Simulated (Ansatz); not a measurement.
## ZrHBr: what symmetry allows forces and stress to be

```
Zr H Br
1.0
     3.49850    0.00000    0.00000
    -1.74925    3.02979    0.00000
     0.00000    0.00000   10.52270
Zr H Br
2 2 2
Direct
  0.33333 0.66667 0.64976
  0.66667 0.33333 0.35024
  0.33333 0.66667 0.44008
  0.66667 0.33333 0.55992
  0.33333 0.66667 0.17703
  0.66667 0.33333 0.82297
```

These are results of DFT PBEsol, scalar-relativistic, plane waves, PAW in Ansatz 0.2.0, not measurements.

Cutoff 420 eV; k points 12×12×4 on the computed 6-atom cell (Γ-centred); Gaussian smearing, width 0.10 eV; no spin polarisation.

This distorted cell has space group P-3m1, with 12 operations.

Task: Without a calculation: in which directions can each atom feel a force?

Result: A force must be left unchanged by every operation that keeps its atom in place, so it lies in the space that those operations leave fixed. Atoms that the group maps onto each other feel forces of one size.
```
atom site symmetry operations at the site equivalent to atom allowed force (Cartesian)
 Zr1            3m.                       6                   1   along (0.00, 0.00, 1.00)
 Zr2            3m.                       6                   1   along (0.00, 0.00, 1.00)
  H3            3m.                       6                   3   along (0.00, 0.00, 1.00)
  H4            3m.                       6                   3   along (0.00, 0.00, 1.00)
 Br5            3m.                       6                   5   along (0.00, 0.00, 1.00)
 Br6            3m.                       6                   5   along (0.00, 0.00, 1.00)
```

That leaves 3 independent force components of 18. A relaxation in this cell that keeps the symmetry moves the atoms in these directions alone.

Task: And the stress tensor?

Result: It must be invariant under the point group, which leaves 2 independent components: yz, xz, xy vanish; xx = yy.

Task: Do the computed values obey this?

Result: Yes. Forces (eV/Å):
```
Zr1  0.000  0.000 -1.222
Zr2  0.000  0.000  1.222
H3   0.000  0.000  0.145
H4   0.000  0.000 -0.145
Br5  0.000  0.000 -0.131
Br6  0.000  0.000  0.131
```

Stress (GPa, compression positive, xx yy zz yz xz xy): -6.15 -6.15 -4.68 0.00 0.00 0.00. The program imposes the same operations on density, forces and stress, so this confirms the analysis and is no independent test of the calculation.

The cell holds layers, and where no dispersion correction was added their binding is poorly described.